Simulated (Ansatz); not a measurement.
# Phonon spectrum of Sn₃Te

Level of theory: Ansatz 0.2.0, DFT PBE, scalar-relativistic, plane waves, PAW. Plane waves to 420 eV; Γ-centred k mesh 10×10×10; Fermi-Dirac smearing of 0.15 eV. No spin polarisation. Phonons by linear response, acoustic sum rule imposed.

The cell, relaxed at this level:
```
Sn Te
1.0
    -3.13016    3.13016    3.13016
     3.13016   -3.13016    3.13016
     3.13016    3.13016   -3.13016
Sn Te
3 1
Direct
  0.00000 0.50000 0.50000
  0.50000 0.00000 0.50000
  0.50000 0.50000 0.00000
  0.00000 0.00000 0.00000
```

It was reached by relaxing an invented guess, and it needn't be the stable form of this composition. In a metal, frequencies and elastic constants depend on the k mesh and the smearing, soft modes and shear constants most. Some empty bands missed the eigensolver's threshold. Spin–orbit coupling is left out, which matters for heavy elements. The q mesh is coarse, so values between its points are rough.

Force constants from linear response on a 2×2×2 q mesh.

Path: Γ–H–N–Γ–P–H | P–N. Only the points of the 2×2×2 mesh were computed; the rest is interpolation, which is rough on so few points. On the mesh no mode is imaginary. Distance along the path (Å⁻¹), then the branches (cm⁻¹, negative for imaginary):
```
0.000  0 0 0 35 35 35 54 54 54 116 116 116
0.251  9 9 39 39 55 55 56 66 77 111 116 116
0.502  17 17 42 42 54 54 88 92 92 95 117 117
0.753  22 22 34 34 45 45 56 65 69 116 120 120
1.004  24 24 24 26 26 26 38 38 38 122 122 122
1.181  25 29 36 36 39 42 45 50 52 120 120 121
1.359  29 35 50 56 57 60 70 72 76 114 114 118
1.536  32 40 56 73 76 77 88 88 96 105 106 115
1.713  33 42 59 79 89 91 92 95 96 96 103 114
1.891  27 43 58 72 77 78 88 89 97 103 105 115
2.068  17 42 53 57 58 63 71 76 82 110 111 115
2.246  7 28 32 37 45 48 55 61 63 115 115 116
2.423  0 0 0 35 35 35 54 54 54 116 116 116
2.640  28 28 33 46 46 50 62 62 65 114 115 115
2.858  54 54 60 65 65 74 77 77 88 109 111 111
3.075  74 74 78 78 80 91 91 92 101 104 104 107
3.292  82 82 90 90 90 92 92 92 99 99 99 115
3.510  75 77 77 78 78 90 91 91 103 103 105 107
3.727  56 58 58 62 62 72 74 74 85 112 112 113
3.944  36 37 37 40 40 47 52 52 55 120 120 120
4.161  24 24 24 26 26 26 38 38 38 122 122 122
4.224  82 82 84 90 91 92 92 95 98 98 100 114
4.350  68 75 82 85 90 90 92 96 96 97 107 110
4.475  50 60 72 80 90 91 92 95 96 96 106 112
4.601  36 45 60 80 89 91 92 95 96 96 103 114
```
